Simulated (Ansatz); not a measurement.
# Relaxing a structure of Ga2Cu

The start is a randomly generated symmetric cell of Ga2Cu (space group No. 156). A full variable-cell relaxation at zero pressure is run with PBE (plane waves to 420 eV, PAW, scalar-relativistic; Ansatz, a quantum-chemistry and plane-wave program). The first steps use a coarse 11×11×6 k-mesh.

Input geometry:
```
Ga2Cu
1.0
    3.25902     0.00000     0.00000
   -1.62951     2.82239     0.00000
    0.00000     0.00000     5.53823
Cu Ga
1 2
Direct
  0.66667   0.33333   0.96458
  0.33333   0.66667   0.66411
  0.00000   0.00000   0.99358
```

Task: Does the structure survive the relaxation? Give the final space group.

Result: The space group goes from P3m1 (No. 156) to P-3m1 (No. 164), with 3 atoms in the primitive cell.

Task: By how much does the energy per atom fall from start to end?

Result: About 2.2 eV/atom.

Task: How does the volume change?

Result: -7.9 %, from 16.98 to 15.64 Å³/atom.

Task: How do the shortest distances between atoms change?

Result: The closest pairs of elements (up to four, under 3.6 Å), start → end: Cu–Ga 1.89 → 2.57 Å; Ga–Ga 2.62 → 2.83 Å; Cu–Cu 3.26 → 2.99 Å.

Task: What band gap does the relaxed structure have at this level?

Result: Zero (metallic).

Task: Give the final cell and atomic positions.

Result: 
Space group P-3m1 (No. 164); a = b = 2.989 Å, c = 6.064 Å, α = β = 90.00°, γ = 120.00°

```csv
atom,site,symmetry,x,y,z
Cu,1a,-3m.,0.0000,0.0000,0.0000
Ga,2d,3m.,0.3333,0.6667,0.3152
```

Final values are on a 18×18×8 k-mesh of the relaxed cell. The start holds a very short contact (Cu–Ga 1.89 Å). No spin polarisation in the result.

The run could not lose the symmetry of its start, so the end can be a saddle point.

The relaxed structure here is a generated cell of Ga2Cu: the first start was made by a random draw of sites in a space group, and the end was not matched to a known phase here, so it may be hypothetical.
